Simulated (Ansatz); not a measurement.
Ag:
```
Ag
1.0
    2.86838     0.00000     0.00000
   -1.43419     2.48409     0.00000
    0.00000     0.00000     4.68564
Ag
2
Direct
  0.33333   0.66667   0.25000
  0.66667   0.33333   0.75000
```

Relaxed with PBEsol. Special points in fractions of this cell's reciprocal vectors: Γ (0.000, 0.000, 0.000); M (0.500, 0.000, 0.000); K (0.333, 0.333, 0.000); A (0.000, 0.000, 0.500); L (0.500, 0.000, 0.500); H (0.333, 0.333, 0.500).

Problem. List the band energies nearest the Fermi level at these points for DFT-PBEsol with spin–orbit coupling in the program Ansatz with PAW potentials.

Solution. In eV from the Fermi level; about four levels below and three above (degenerate sets whole), none deeper than 8.9 eV; points with the same levels are listed once.

```tsv
k	below	above
Γ	-2.86 -2.86 -0.52 -0.52	3.73 3.73 15.59 15.59
M	-2.85 -2.85 -2.61 -2.61	0.11 0.11 1.62 1.62
K	-3.03 -3.03 -3.01 -3.01	3.18 3.18 3.19 3.19
A	-3.24 -3.24 -3.24 -3.24	11.26 11.26 11.26 11.26
L	-2.72 -2.72 -2.72 -2.72	0.69 0.69 0.69 0.69
H	-2.99 -2.99 -2.91 -2.91	4.07 4.07 4.19 4.19
```

Space group P6_3/mmc (hcp (Mg type)). The first step of the workflow began from a Materials Project structure, measured or hypothetical; the Crystallography Open Database files this formula in space group No. 194, but the cells were not matched. It is not the phase usual at ambient conditions (space group No. 225). The cell was relaxed with PBEsol under the symmetry of its start; whether a distortion lowers the energy is not shown. The run is not spin-polarised.

Potentials: the earlier of the program's two PAW sets. The files were generated under PBE; for other functionals the program regenerates the frozen cores, and for LDA and PBEsol the local potential too.
